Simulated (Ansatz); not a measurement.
The relaxed structure here is a generated cell of Ti2AlC: the first start was made by placing the elements on the sites of a structure type, and the end was not matched to a known phase here, so it may be hypothetical.

A relaxed structure of Ti$_{2}$AlC. These are PBE (plane waves to 420 eV, PAW, scalar-relativistic; Ansatz, a first-principles code) values and carry that method's errors.

```cif
data_CAlTi2
_chemical_formula_sum 'Ti2 Al1 C1'
_space_group_name_H-M_alt 'P 1'
_space_group_IT_number 1
_cell_length_a 4.18493
_cell_length_b 4.18493
_cell_length_c 3.66566
_cell_angle_alpha 90.000
_cell_angle_beta 90.000
_cell_angle_gamma 90.000
loop_
_space_group_symop_operation_xyz
  'x, y, z'
loop_
_atom_site_label
_atom_site_type_symbol
_atom_site_fract_x
_atom_site_fract_y
_atom_site_fract_z
_atom_site_occupancy
Ti1 Ti 0.00000 0.50000 0.50000 1
Ti2 Ti 0.50000 0.00000 0.50000 1
Al1 Al 0.50000 0.50000 0.00000 1
C1 C 0.00000 0.00000 0.50000 1
```

Question: Find the space group and the Wyckoff positions (tolerance 0.01 Å).

Answer: Space group P4/mmm (No. 123); a = b = 4.1849 Å, c = 3.6657 Å, α = β = γ = 90.00°

| atom | site | symmetry | x | y | z |
|---|---|---|---|---|---|
| Ti | 2e | mmm. | 0.0000 | 0.5000 | 0.5000 |
| Al | 1c | 4/mmm | 0.5000 | 0.5000 | 0.0000 |
| C | 1b | 4/mmm | 0.0000 | 0.0000 | 0.5000 |

This is the AFLOW prototype ABC2_tP4_123_d_a_f (as in CaCuO2).

Question: Give the shortest distances between elements (the closest pairs, up to four, under 3.6 Å).

Answer: C–Ti 2.09 Å; Al–Ti 2.78 Å; Ti–Ti 2.96 Å; Al–C 3.48 Å.

| Item | Value |
|---|---|
| Volume per atom | 16.05 Å³ |
| Band gap | no gap (metallic) |

No spin polarisation in the result. The relaxed primitive cell holds an odd number of electrons. A magnetic state may lie lower.

The run could not lose the symmetry of its start, so the end can be a saddle point.
